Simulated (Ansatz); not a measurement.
## Does this entry for ZrMo3 lie near equilibrium?

The cell is a COD entry, atoms as given.

Space group Pm-3n (No. 223); a = 4.9420 Å.

| site | Wyckoff | site symmetry | x | y | z |
| --- | --- | --- | --- | --- | --- |
| Zr | 2a | m-3. | 0.0000 | 0.0000 | 0.0000 |
| Mo | 6c | -4m.2 | 0.2500 | 0.0000 | 0.5000 |

One atom of each set is listed.

Method: Kohn–Sham DFT in Ansatz, PBE, plane waves and PAW, scalar-relativistic, 420 eV cutoff, Γ-centred 6×6×6 k-points, Fermi–Dirac smearing 0.05 eV.

(1) Do the atoms and the cell lie near the calculated equilibrium?

Answers

(1) No. The forces vanish, and the pressure is 38.1 GPa. Such values can come from a cell under pressure, imprecise or misplaced coordinates, missing atoms or a wrong setting of the space group; the run alone doesn't tell which, and gradients calculated on this entry can't be taken for those of the compound at ambient conditions.
